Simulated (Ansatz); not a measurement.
Consider the following.

LaSi3Os:
```cif
data_La2Os2Si6
_chemical_formula_sum 'La2 Si6 Os2'
_space_group_name_H-M_alt 'I4mm'
_space_group_IT_number 107
_space_group_name_Hall 'I 4 -2'
_cell_length_a 4.28583
_cell_length_b 4.28583
_cell_length_c 9.99168
_cell_angle_alpha 90.000
_cell_angle_beta 90.000
_cell_angle_gamma 90.000
loop_
_atom_site_label
_atom_site_type_symbol
_atom_site_symmetry_multiplicity
_atom_site_Wyckoff_symbol
_atom_site_fract_x
_atom_site_fract_y
_atom_site_fract_z
_atom_site_occupancy
La1 La 2 a 0.00000 0.00000 0.99830 1
Si1 Si 2 a 0.00000 0.00000 0.41961 1
Si2 Si 4 b 0.00000 0.50000 0.26032 1
Os1 Os 2 a 0.00000 0.00000 0.65545 1
```
(The calculation used a cell of 5 atoms; values per cell refer to that cell.)

This is the r²SCAN-relaxed structure.

Question: All from plane-wave PAW r²SCAN (Ansatz code), unless another level is named. Estimate the electronic character.

Answer: metallic (no gap).

Question: Give the formation energy from the elements (no fitted shifts).

Answer: -0.67 eV/atom.

Question: Next, the density of states at the Fermi level?

Answer: 0.38 states/eV per atom (mean over ±0.08 eV).

The first step of the workflow began from a Materials Project structure, measured or hypothetical; the Crystallography Open Database copy checked does not list it. Whether it is the stable phase at ambient conditions was not checked. The cell was relaxed with r²SCAN under the symmetry of its start; its stability against distortions is not shown here. The run is not spin-polarised. The references are the lowest solids computed at this level, not always the standard phases. Scalar-relativistic: spin–orbit coupling is off unless named, which matters more the heavier the elements.

Potentials: the later of the program's two PAW sets.
